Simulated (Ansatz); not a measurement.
Cu3Au:
Space group Pm-3m (No. 221); a = b = c = 3.7808 Å, α = β = γ = 90.00°

```
atom  site  symmetry       x       y       z
----  ----  --------  ------  ------  ------
Au      1a      m-3m  0.0000  0.0000  0.0000
Cu      3c    4/mm.m  0.0000  0.5000  0.5000
```

Relaxed with PBE.

### Question
Decompose the optical modes at the zone centre into irreducible representations, and say which are infrared and Raman allowed.

### Answer
Point group m-3m: Γ_opt = 2T1u + T2u. Infrared: T1u. Raman: none.

### Question
Assign frequencies (DFPT, the program Ansatz at the PBE level (PAW)).

### Answer
T1u 115, T2u 162, T1u 205 cm⁻¹.

The PBE relaxation kept the symmetry of its start; of distortions, only those at the zone centre were tested. No spin polarisation was allowed. As this level gives no gap, phonon frequencies hold no LO–TO term and depend on the k-mesh and smearing (Fermi–Dirac, 0.1 eV here). Scalar-relativistic: spin–orbit coupling is off unless named, which matters more the heavier the elements.

Potentials: the later of the program's two PAW sets.
